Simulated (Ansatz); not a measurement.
# Checking a converged run of Ni

Ni is taken as an experimental structure (space group Fm-3m, primitive cell doubled), 2 atoms in the cell. Source: COD entry 9013004; the sample's temperature and pressure aren't taken into account, and it need not be the stable phase.

Theory: Ansatz, DFT, PBE, PAW, plane waves, scalar-relativistic.

```yaml
crystal:
  lattice:
    - [0.0, 1.7754, 1.7754]
    - [3.5508, 0.0, 3.5508]
    - [1.7754, 1.7754, 0.0]
  atoms:
    - { symbol: Ni, position: [0.0, 0.0, 0.0], spin: 2.0 }
    - { symbol: Ni, position: [0.0, 0.5, 0.0], spin: -2.0 }
magnetization:
  spin_polarized: true
hamiltonian:
  xc: pbe
  pseudopotentials: { kind: paw }
basis:
  ecutwfc: 420
kpoints:
  mp_grid: { grid: [14, 7, 14] }
scf:
  occupations: { method: fermi_dirac, width: 0.1 }
  lower_state_search: "off"
output:
  forces: true
  stress: true
```

Time: 4.4 s on 2 threads of Arm Neoverse V2 (shared host), peak memory 0.37 GiB.

The end of the output:

```
SCF converged after 17 iterations
Magnetization: 0.0000 μB (18.0000 up, 18.0000 down)
Absolute magnetization: 0.0001 μB (∫|ρ↑−ρ↓|, with the PAW one-centre terms)
Spin contamination: 0.0000 ħ² per cell (⟨S²⟩ above its minimum at these occupations)
Per-site moments (μB) at R_I (Å): [(3.8416e-5, 1.0357), (-3.8416e-5, 1.0357)]
Free energy (F): -11679.415650 eV
Harris-Foulkes:  -11679.415650 eV  (|F-HF|=4.37e-9)
Internal energy: -11679.234665 eV  (E = F + TS)
E sigma→0 (E₀):  -11679.325158 eV
Entropy (-TS):   -0.180984 eV (-90.492 meV/atom)
Fermi energy:    17.365665 eV
--- Forces (eV/Å), atoms counted from 1 ---
  atom   1  Ni    -0.00000000     0.00000000    -0.00000000
  atom   2  Ni     0.00000000     0.00000000    -0.00000000
--- Stress (GPa, compression-positive) ---
       -5.703324      -0.000048       0.000048
       -0.000048      -5.703324      -0.000048
        0.000048      -0.000048      -5.703324
  P = ⅓ Tr σ = -5.7033 GPa (-57.033 kbar)
```

A small moment in a metal is sensitive to the mesh and the smearing.

Site moments are taken inside atomic spheres and don't add up to the total.

Question: Has the SCF ended in the lowest solution? If not, by how much is it too high?

Answer: No. A state 35.0 meV/atom (0.070 eV per cell) lower exists in this cell: ferromagnetic, site moments Ni1 0.67, Ni2 0.67 μB, total 1.25 μB per cell, no gap on the k-mesh. It was reached from: parallel moments, default search for lower states [Ni1 2.00, Ni2 2.00 μB]; the moments in brackets, symmetry off, default search [Ni2 2.00 μB]. The wrong state matters: the pressure is -4.7 GPa there against -5.7 GPa here. This multiple of the primitive cell fits some opposed orders; other multiples fit others. “Lowest” means lowest among the runs made in this cell.
